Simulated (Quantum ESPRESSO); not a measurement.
# Si3AlC3N: input and log of a self-consistent run

Computed values, not a measurement. The program is pw.x of Quantum ESPRESSO 7.5 (plane-wave density functional theory). The cell is made up: 8 atoms on a wurtzite lattice, with randomly drawn elements, strain and displacements, not relaxed. PseudoDojo standard norm-conserving files (v0.5 for PBE, v0.4.1 for LDA and PBEsol) set the functional; there is no spin polarisation, spin-orbit coupling or dispersion term, and the masses in the input are unused placeholders.

Input:

```
&control calculation='scf', pseudo_dir='./dojo.nc.sr.pbe.v0_5.standard.upf', outdir='./o', disk_io='medium', tprnfor=.true., tstress=.true. /
&system ibrav=0, nat=8, ntyp=4, nbnd=22, ecutwfc=84.00895049, nosym=.true., tot_charge=0,
 occupations='smearing', smearing='fd', degauss=0.0018374661
/
&electrons conv_thr=7.350e-09, electron_maxstep=60, /
ATOMIC_SPECIES
Al 1.0 Al.upf
C 1.0 C.upf
N 1.0 N.upf
Si 1.0 Si.upf
CELL_PARAMETERS angstrom
3.0465 -0.0058 0.0399
-0.0101 5.2277 -0.0485
0.0651 -0.0458 4.8522
ATOMIC_POSITIONS angstrom
Si 0.0091 -0.0348 0.0796
Al 1.4986 2.5933 0.0028
Si 1.5701 0.8196 2.4004
Si 0.0186 3.4423 2.3701
C 0.0322 -0.003 1.8554
C 1.531 2.6393 1.8172
N 1.6053 0.8535 4.2297
C 0.0393 3.4212 4.172
K_POINTS automatic
6 4 4 1 1 1
```

The log is shortened where brackets say so; the opening notice, blank lines, dates and the lines on written files are dropped, and the path of the files is cut. It prints rydbergs, bohrs and kilobars, and counts compression as positive stress. With no partly filled state, the Fermi energy that it prints is only some level between the filled and the empty states on the mesh, and need not lie in the true gap.

```
     Program PWSCF v.7.5
     Parallel version (MPI & OpenMP), running on       1 processor cores
     Number of MPI processes:                 1
     Threads/MPI process:                     1
     [start-up lines left out]
     bravais-lattice index     =            0
     lattice parameter (alat)  =       5.7576  a.u.
     unit-cell volume          =     521.3524 (a.u.)^3
     number of atoms/cell      =            8
     number of atomic types    =            4
     number of electrons       =        32.00
     number of Kohn-Sham states=           22
     kinetic-energy cutoff     =      84.0090  Ry
     charge density cutoff     =     336.0358  Ry
     scf convergence threshold =      7.3E-09
     mixing beta               =       0.7000
     number of iterations used =            8  plain     mixing
     Exchange-correlation= PBE
                           (   1   4   3   4   0   0   0)
     [axes and pseudopotential details left out]
   Cartesian axes
     site n.     atom                  positions (alat units)
         1        Si     tau(   1) = (   0.0029868  -0.0114219   0.0261261  )
         2        Al     tau(   2) = (   0.4918657   0.8511646   0.0009190  )
         3        Si     tau(   3) = (   0.5153332   0.2690065   0.7878516  )
         4        Si     tau(   4) = (   0.0061048   1.1298206   0.7779066  )
         5        C      tau(   5) = (   0.0105686  -0.0009847   0.6089734  )
         6        C      tau(   6) = (   0.5024999   0.8662626   0.5964355  )
         7        N      tau(   7) = (   0.5268864   0.2801330   1.3882585  )
         8        C      tau(   8) = (   0.0128989   1.1228953   1.3693204  )
     number of k points=    48  Fermi-Dirac smearing, width (Ry)=  0.0018
                       cart. coord. in units 2pi/alat
        k(    1) = (   0.0824584   0.0737352   0.0780790), wk =   0.0416667
        k(    2) = (   0.0804047   0.0751880   0.2350989), wk =   0.0416667
     [further k points left out]
     Dense  grid:    54227 G-vectors     FFT dimensions: (  36,  60,  54)
     Estimated max dynamical RAM per process >      63.67 MB
     Initial potential from superposition of free atoms
     starting charge      31.9956, renormalised to      32.0000
     Starting wfcs are   32 randomized atomic wfcs
     total cpu time spent up to now is        5.0 secs
     per-process dynamical memory:    50.8 Mb
     Self-consistent Calculation
     iteration #  1     ecut=    84.01 Ry     beta= 0.70
     Davidson diagonalization with overlap
     ethr =  1.00E-02,  avg # of iterations =  3.6
     total cpu time spent up to now is       13.7 secs
     total energy              =     -86.17122514 Ry
     estimated scf accuracy    <       2.23292768 Ry
     iteration #  2     ecut=    84.01 Ry     beta= 0.70
     Davidson diagonalization with overlap
     ethr =  6.98E-03,  avg # of iterations =  2.0
     total cpu time spent up to now is       22.3 secs
     total energy              =     -86.69354684 Ry
     estimated scf accuracy    <       1.32761401 Ry
     iteration #  3     ecut=    84.01 Ry     beta= 0.70
     Davidson diagonalization with overlap
     ethr =  4.15E-03,  avg # of iterations =  2.0
     total cpu time spent up to now is       29.6 secs
     total energy              =     -86.99310117 Ry
     estimated scf accuracy    <       0.13083615 Ry
     iteration #  4     ecut=    84.01 Ry     beta= 0.70
     Davidson diagonalization with overlap
     ethr =  4.09E-04,  avg # of iterations =  3.8
     total cpu time spent up to now is       36.0 secs
     total energy              =     -87.01266134 Ry
     estimated scf accuracy    <       0.00978439 Ry
     iteration #  5     ecut=    84.01 Ry     beta= 0.70
     Davidson diagonalization with overlap
     ethr =  3.06E-05,  avg # of iterations =  9.3
     total cpu time spent up to now is       45.4 secs
     total energy              =     -87.01562865 Ry
     estimated scf accuracy    <       0.00271754 Ry
     [iterations 6 to 7 left out]
     iteration #  8     ecut=    84.01 Ry     beta= 0.70
     Davidson diagonalization with overlap
     ethr =  2.82E-07,  avg # of iterations =  2.0
     total cpu time spent up to now is       63.5 secs
     total energy              =     -87.01596708 Ry
     estimated scf accuracy    <       0.00000804 Ry
     iteration #  9     ecut=    84.01 Ry     beta= 0.70
     Davidson diagonalization with overlap
     ethr =  2.51E-08,  avg # of iterations =  3.5
     total cpu time spent up to now is       71.4 secs
     total energy              =     -87.01597083 Ry
     estimated scf accuracy    <       0.00000100 Ry
     iteration # 10     ecut=    84.01 Ry     beta= 0.70
     Davidson diagonalization with overlap
     ethr =  3.14E-09,  avg # of iterations =  2.0
     total cpu time spent up to now is       79.6 secs
     total energy              =     -87.01597077 Ry
     estimated scf accuracy    <       0.00000042 Ry
     iteration # 11     ecut=    84.01 Ry     beta= 0.70
     Davidson diagonalization with overlap
     ethr =  1.30E-09,  avg # of iterations =  2.0
     total cpu time spent up to now is       85.0 secs
     total energy              =     -87.01597085 Ry
     estimated scf accuracy    <       0.00000001 Ry
     iteration # 12     ecut=    84.01 Ry     beta= 0.70
     Davidson diagonalization with overlap
     ethr =  3.89E-11,  avg # of iterations =  3.2
     total cpu time spent up to now is       93.3 secs
     End of self-consistent calculation
          k = 0.0825 0.0737 0.0781 (  6800 PWs)   bands (ev):
    -7.0231  -3.9674  -2.1787  -0.2591   1.4957   2.4826   3.9937   5.0992
     5.4559   6.9430   7.2063   8.2310   8.4849   9.4415  10.0103  10.7573
    13.2236  14.0002  15.5324  16.2580  17.0385  17.4468
     [levels at the other k points left out]
     the Fermi energy is    11.9212 ev
!    total energy              =     -87.01597085 Ry
     estimated scf accuracy    <          3.4E-09 Ry
     smearing contrib. (-TS)   =       0.00000000 Ry
     internal energy E=F+TS    =     -87.01597085 Ry
     The total energy is F=E-TS. E is the sum of the following terms:
     one-electron contribution =      18.18671217 Ry
     hartree contribution      =      12.53359826 Ry
     xc contribution           =     -31.56347461 Ry
     ewald contribution        =     -86.17280667 Ry
     convergence has been achieved in  12 iterations
     Forces acting on atoms (cartesian axes, Ry/au):
     atom    1 type  4   force =     0.00185423   -0.05637434   -0.14491172
     atom    2 type  1   force =    -0.00477777    0.05904142   -0.06363239
     atom    3 type  4   force =    -0.01875626    0.10674320    0.04098724
     atom    4 type  4   force =    -0.01340593   -0.01426052    0.03539895
     atom    5 type  2   force =     0.01636089   -0.00030539    0.00820260
     atom    6 type  2   force =     0.01932520   -0.08972449    0.09231673
     atom    7 type  3   force =    -0.00916478   -0.12243275    0.01485364
     atom    8 type  2   force =     0.00856443    0.11731286    0.01678495
     Total force =     0.305768     Total SCF correction =     0.000108
     Computing stress (Cartesian axis) and pressure
          total   stress  (Ry/bohr**3)                   (kbar)     P=      237.99
   0.00135895  -0.00002304  -0.00029489          199.91       -3.39      -43.38
  -0.00002304   0.00107672   0.00031514           -3.39      158.39       46.36
  -0.00029489   0.00031514   0.00241787          -43.38       46.36      355.68
     init_run     :      4.35s CPU      4.94s WALL (       1 calls)
     electrons    :     78.50s CPU     89.00s WALL (       1 calls)
     forces       :      1.62s CPU      1.65s WALL (       1 calls)
     stress       :      5.31s CPU      5.34s WALL (       1 calls)
     [timing details left out]
     PWSCF        :   1m29.88s CPU   1m41.06s WALL
     JOB DONE.
```

In other units: free energy -1183.913 eV for the cell, pressure 23.80 GPa, largest force component 3.726 eV/Å. A rerun of a related cell, with the same atoms placed differently, at 1437 eV and a 8 x 6 x 6 mesh moved values by no more than 0.002 eV in energy, 0.09 GPa in stress and 0.006 eV/Å in force.